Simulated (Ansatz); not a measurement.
## ScPt₃, first-principles data

ScPt3 (Cu3Au type, Pm-3m), a = b = c = 3.977 Å, α = β = γ = 90.00°.

Space group Pm-3m (No. 221), Cu3Au type; conventional cell a = 3.9773 Å, b = 3.9773 Å, c = 3.9773 Å, α = 90.00°, β = 90.00°, γ = 90.00°.

Method: r²SCAN (plane waves, PAW; program Ansatz). The cell and atoms are relaxed at this level. Other levels are named where they apply.

Cell and energy:

- Volume per atom = 15.73 Å³
- Density = 16.63 g/cm³
- Formation energy from the elements (no fitted shifts) = -109 kJ/mol of atoms

Electronic structure:

- Electronic character: metallic (no gap)
- Density of states at the Fermi level: 0.74 states/eV per atom (mean over ±0.08 eV)
- Gap with spin–orbit coupling: none (metallic)

Mechanics:

- Bulk modulus (Birch–Murnaghan fit) = 219 GPa
- Pressure derivative B′ = 5.1

Charges:

* **Bader charges**: Sc +1.71, Pt -0.57 e

The workflow started from an entry of the Crystallography Open Database (COD). Its standing as an ambient phase is unchecked. The r²SCAN relaxation kept the symmetry of its start; its stability against distortions is not shown here. The run is not spin-polarised. The references are the lowest solids computed at this level, not always the standard phases. Spin–orbit coupling is left out wherever it is not named.

Potentials: the later of the program's two PAW sets.
